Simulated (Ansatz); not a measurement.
Cu Kα1 powder pattern (kinematic, no thermal factors).
| 2θ (°) | relative intensity |
| --- | --- |
| 18.41 | 19 |
| 26.42 | 16 |
| 27.77 | 79 |
| 28.02 | 98 |
| 32.39 | 87 |
| 37.31 | 2 |
| 37.70 | 10 |
| 38.70 | 16 |
| 38.89 | 100 |
| 42.27 | 25 |
| 46.30 | 19 |
| 47.14 | 6 |
| 47.47 | 3 |
| 54.09 | 50 |
| 54.38 | 31 |
| 54.85 | 27 |
| 57.35 | 6 |
| 57.91 | 3 |
| 61.45 | 3 |
| 61.88 | 1 |
| 62.15 | 31 |
| 62.28 | 21 |
| 64.21 | 10 |
| 64.74 | 24 |
| 67.81 | 1 |
| 68.73 | 6 |
| 74.14 | 9 |
| 74.41 | 2 |
| 74.78 | 6 |
| 79.56 | 2 |
| 80.52 | 9 |
| 80.54 | 14 |
| 80.90 | 17 |
| 83.00 | 8 |
| 85.59 | 6 |
| 87.16 | 12 |
| 87.28 | 4 |
| 89.00 | 9 |
| 89.48 | 5 |

The pattern is computed from a structure relaxed with DFT PBE, scalar-relativistic, plane waves, PAW in Ansatz 0.2.0. No spin polarisation. Its elements are O, Sn, Te.

**Question.** Give the structure.

**Answer.** Sn2TeO3.
Space group P-4m2 (No. 115). a = 3.371 Å, b = 3.371 Å, c = 9.631 Å, α = 90.00°, β = 90.00°, γ = 90.00°
```tsv
atom	site	symmetry	x	y	z
Sn	2g	2mm.	0.5000	0.0000	0.6441
Te	1b	-4m2	0.5000	0.5000	0.0000
O	2g	2mm.	0.5000	0.0000	0.4196
O	1a	-4m2	0.0000	0.0000	0.0000
```

A pattern alone doesn't exclude other cells with like lines; this is the one computed.

The structure comes from a generated guess; another structure or a mixture of phases may lie lower. No dispersion correction is applied, so the spacing between layers, chains or molecules is poorly fixed.
